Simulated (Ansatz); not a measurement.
Sheets of one type (M2XT2 MXene (fcc sites)-type), DFT-PBE in the program Ansatz with PAW potentials; HSE06 gaps on those cells.

```csv
layer,a (Å),thickness (Å)
Ti2NTe2,3.313,6.20
Ti2NS2,?,?
V2NS2,3.072,5.23
Zr2NS2,3.439,5.73
Ti2F2N,3.061,4.63
Sc2NS2,3.332,5.88
```

Task: Some entries are withheld; supply them.

Result: 
- Ti2NS2, a (Å): 3.181
- Ti2NS2, thickness (Å): 5.42

Began spin-polarised and lost the moments: Ti2NTe2, M2XT2 MXene (fcc sites)-type layer; Ti2NS2, M2XT2 MXene (fcc sites)-type layer; V2NS2, M2XT2 MXene (fcc sites)-type layer; Zr2NS2, M2XT2 MXene (fcc sites)-type layer; Ti2F2N, M2XT2 MXene (fcc sites)-type layer; Sc2NS2, M2XT2 MXene (fcc sites)-type layer. All cells were relaxed under the symmetry of their starts (and spin orders); stability against distortions was not tested throughout. Scalar-relativistic: spin–orbit coupling is off unless named, which matters more the heavier the elements. Constructed layers (a layer type filled with these elements): Ti2NTe2, M2XT2 MXene (fcc sites)-type layer; Ti2NS2, M2XT2 MXene (fcc sites)-type layer; V2NS2, M2XT2 MXene (fcc sites)-type layer; Zr2NS2, M2XT2 MXene (fcc sites)-type layer; Ti2F2N, M2XT2 MXene (fcc sites)-type layer; Sc2NS2, M2XT2 MXene (fcc sites)-type layer.

Potentials: the later of the program's two PAW sets.
